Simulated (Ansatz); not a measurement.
A geometry of GaIr away from equilibrium: step 2 of the relaxation of a relaxed GaIr cell, doubled along one cell vector, shaken by Gaussian noise of σ = 0.08 Å a coordinate. These are PBEsol (plane waves to 420 eV, PAW, scalar-relativistic; Ansatz, a quantum-chemistry and plane-wave program) values and carry that method's errors. Γ-centred k-mesh 11×6×11 on the run's cell (coarser than for final values), Fermi–Dirac smearing 0.05 eV.

```
CELL_PARAMETERS angstrom
      2.99971    -0.00376    -0.00173
     -0.00752     6.07695    -0.00545
     -0.00173    -0.00272     2.99983
ATOMIC_POSITIONS crystal
  Ga 0.50316 0.25180 0.50209
  Ga 0.51621 0.75580 0.50478
  Ir 0.99961 0.01021 0.00228
  Ir 0.01406 0.49929 0.01462
```

Q: Which atoms carry the largest force, and which way does it point?

A: 0.61 eV/Å, on Ir3 (atoms numbered as listed); on Ir3 its components are (0.15, -0.59, 0.00).

Q: What is the pressure?

A: +2.2 GPa, compression positive.

No spin polarisation in the result.
